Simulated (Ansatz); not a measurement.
This run works on a generated trial structure, not on a known crystal.

Input and command of a plane-wave DFT calculation in Ansatz:

```yaml
crystal:
  lattice:
    - [5.88406836, 0.0, 0.0]
    - [-2.94203418, 5.09575268, 0.0]
    - [0.0, 0.0, 4.32623622]
  atoms:
    - { symbol: Hf, position: [0.0, 0.0, 0.0] }
    - { symbol: Sn, position: [0.66666667, 0.33333333, 0.0] }
    - { symbol: Ge, position: [0.33333333, 0.66666667, 0.0] }
    - { symbol: Au, position: [0.66505067, 0.83252533, 0.5] }
    - { symbol: Au, position: [0.16747467, 0.83252533, 0.5] }
    - { symbol: Au, position: [0.16747467, 0.33494933, 0.5] }
basis:
  ecutwfc: 420
kpoints:
  mp_grid: { grid: [3, 3, 4] }
hamiltonian:
  xc: pbe
scf:
  occupations: { method: gaussian, width: 0.2 }
  lower_state_search: "off"
output:
  forces: true
  stress: true
  eigenvalues: true
relax:
  adjacent_minimum: "off"
  f_tol: 0.08
  max_steps: 16
  cell: { stress_tol: 0.8 }
```

```bash
ansatz run input.yaml --threads 1 --pin off --max-ram 2560MiB --backend cpu --events-out ev --progress --plain --runs-dir out
```

Processor: Arm Neoverse V1, 1 thread, on a host shared with other jobs.

Estimate time, memory and problem size.

About 70 s, peak memory 0.44 GiB. It solves 67 bands at 9 k points (after reduction by symmetry) with about 2535 plane waves (on the last cell), in 45 SCF iterations over 6 ionic steps.
